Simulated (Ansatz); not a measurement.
**SrBiIO2: relaxation (Ansatz)**

The command:

```bash
ansatz run input.yaml --threads 2 --pin off --max-ram 3584MiB --backend cpu --events-out ev --progress --plain --runs-dir out
```

input.yaml:

```yaml
crystal:
  lattice:
    - [5.852083, 0.0, 0.0]
    - [2.926042, -6.743902, 0.0]
    - [0.0, 0.0, -5.716551]
  atoms:
    - { symbol: I, position: [0.7445, 0.511, 0.75] }
    - { symbol: I, position: [0.2555, 0.489, 0.25] }
    - { symbol: O, position: [0.247, 0.0, 0.0] }
    - { symbol: O, position: [0.753, 0.0, 0.5] }
    - { symbol: O, position: [0.753, 0.0, 0.0] }
    - { symbol: O, position: [0.247, 0.0, 0.5] }
    - { symbol: Sr, position: [0.405, 0.19, 0.75] }
    - { symbol: Sr, position: [0.595, 0.81, 0.25] }
    - { symbol: Bi, position: [0.0739, 0.8522, 0.75] }
    - { symbol: Bi, position: [0.9261, 0.1478, 0.25] }
  symmetry: { tolerance: 0.0003 }
kpoints:
  mp_grid: { grid: [5, 5, 4], shift: [0, 0, 0] }
magnetization:
  spin_polarized: false
scf:
  occupations: { method: cold, width: 0.02 }
  lower_state_search: "off"
hamiltonian:
  pseudopotentials: { kind: paw }
  xc: r2scan
basis:
  ecutwfc: 500
  fft_grid_basis: typed
relax:
  max_steps: 60
  cell: { p_target: 0.0 }
  f_tol: 0.03
output:
  forces: true
  stress: true
  eigenvalues: true
  bader: true
  populations: true
  elf: true
  write_potential: true
  volumetric_format: npy
  dos:
    e_range: [-12, 8]
    de: 0.05
    projected: { site_lists: { Bi: [Bi], I: [I], O: [O], Sr: [Sr] } }
checkpoint:
  read: saved_state
```

Origin of the cell: a database entry, scaled a little.

The saved state is a converged single point of the same cell.

Steps («new basis» is an SCF on plane waves selected anew at the same cell):

```csv
step,ΔF (meV/atom),max force component (eV/Å),P (GPa),volume (Å³),SCF iterations,step was
1,0.0,1.403,0.69,225.61,6,accepted
2,5.7,1.345,-0.40,234.79,7,rejected
3,-29.0,0.117,0.09,232.08,10,accepted
4,-29.4,0.020,0.02,232.86,6,accepted
5,-29.4,0.006,0.00,233.13,6,accepted
6,-29.6,0.006,0.00,233.13,6,new basis
```

Before:

Space group Cmcm (No. 63); the run's cell has a = 5.852 Å, b = 7.351 Å, c = 5.717 Å, α = 90.00°, β = 90.00°, γ = 66.54°. Shortest distances: Bi–O 2.26 Å, O–Sr 2.42 Å, O–O 2.86 Å, Bi–Bi 3.48 Å, I–Sr 3.50 Å.

The relaxed structure.

Space group Cmcm (No. 63); the run's cell has a = 5.904 Å, b = 7.457 Å, c = 5.767 Å, α = 90.00°, β = 90.00°, γ = 66.68°. Shortest distances: Bi–O 2.22 Å, O–Sr 2.50 Å, O–O 2.72 Å, Bi–Bi 3.51 Å, I–Sr 3.55 Å.

```xyz
10
Lattice="5.9039 0.0000 0.0000 2.9520 -6.8476 0.0000 0.0000 0.0000 -5.7666" Properties=species:S:1:pos:R:3 pbc="T T T"
I     5.9039   -3.4991   -4.3250
I     2.9520   -3.3485   -1.4417
O     1.3584    0.0000    0.0000
O     4.5455    0.0000   -2.8833
O     4.5455    0.0000    0.0000
O     1.3584    0.0000   -2.8833
Sr    2.9520   -1.2750   -4.3250
Sr    5.9039   -5.5726   -1.4417
Bi    2.9520   -5.8480   -4.3250
Bi    5.9039   -0.9996   -1.4417
```

| Property | Result |
| --- | --- |
| Free energy lowered by | 29.6 meV/atom |
| Volume change | 3.33 % |
| Final pressure | 0.00 GPa |
| Relaxation steps listed | 6 |

Caveats: no spin-orbit coupling, though heavy elements are present; the relaxation held the start's symmetry, so the end may be a saddle point.

Time: 2.6 min on 2 threads of Intel(R) Xeon(R) 6975P-C (Granite Rapids), on a shared host, peak memory 1.3 GiB, from a saved density.
